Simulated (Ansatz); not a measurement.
Data:

GaN:
Space group F-43m (No. 216); a = 4.4552 Å, b = 4.4552 Å, c = 4.4552 Å, α = 90.00°, β = 90.00°, γ = 90.00°

```json
[
 {"atom": "Ga", "site": "4a", "symmetry": "-43m", "x": "0.0000", "y": "0.0000", "z": "0.0000"},
 {"atom": "N", "site": "4d", "symmetry": "-43m", "x": "0.7500", "y": "0.7500", "z": "0.7500"}
]
```
(The calculation used a cell of 2 atoms; values per cell refer to that cell.)

This is the LDA-relaxed structure.

### Question
All from DFT-LDA in the program Ansatz with PAW potentials, unless another level is named. Predict the static dielectric constant ε0 (ions relaxed, cell fixed).

### Answer
10.1.

### Question
Next, the electronic dielectric constant ε∞ (DFPT)?

### Answer
5.76.

### Question
What about the largest static χ(2) component?

### Answer
8.3 pm/V.

### Question
What about the Born charges (a third of the trace)?

### Answer
Ga +2.63, N -2.63 e.

The LDA relaxation kept the symmetry of its start. Scalar-relativistic: spin–orbit coupling is off unless named, which matters more the heavier the elements.

Potentials: the earlier of the program's two PAW sets. The files were generated under PBE; for other functionals the program regenerates the frozen cores, and for LDA and PBEsol the local potential too.
